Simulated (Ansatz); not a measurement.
Cu Kα1 powder pattern (kinematic, no thermal factors).
2θ (°) (relative intensity): 14.24 (5), 20.20 (57), 24.80 (100), 28.71 (89), 32.19 (4), 35.36 (26), 41.05 (63), 43.67 (2), 46.16 (12), 48.56 (43), 50.87 (21), 53.10 (1), 55.27 (14), 59.46 (10), 61.48 (1), 63.47 (7), 65.42 (16), 67.34 (26), 69.24 (1), 71.11 (3), 74.79 (19), 78.42 (8), 80.21 (12), 85.53 (4), 89.06 (6)

The pattern is computed from a structure relaxed with Ansatz 0.2.0, DFT PBE, scalar-relativistic, plane waves, PAW. Collinear spin, ending at 4.0 μB a primitive cell. Its elements are K, P, Ru.

Question: Give the structure.

Answer: K3PRu.
Space group Pm-3m (No. 221). a = 6.214 Å, b = 6.214 Å, c = 6.214 Å, α = 90.00°, β = 90.00°, γ = 90.00°
| atom | site | symmetry | x | y | z |
| --- | --- | --- | --- | --- | --- |
| K | 3d | 4/mm.m | 0.5000 | 0.0000 | 0.0000 |
| P | 1a | m-3m | 0.0000 | 0.0000 | 0.0000 |
| Ru | 1b | m-3m | 0.5000 | 0.5000 | 0.5000 |

A pattern alone doesn't exclude other cells with like lines; this is the one computed.

The structure comes from a generated guess; another structure or a mixture of phases may lie lower.
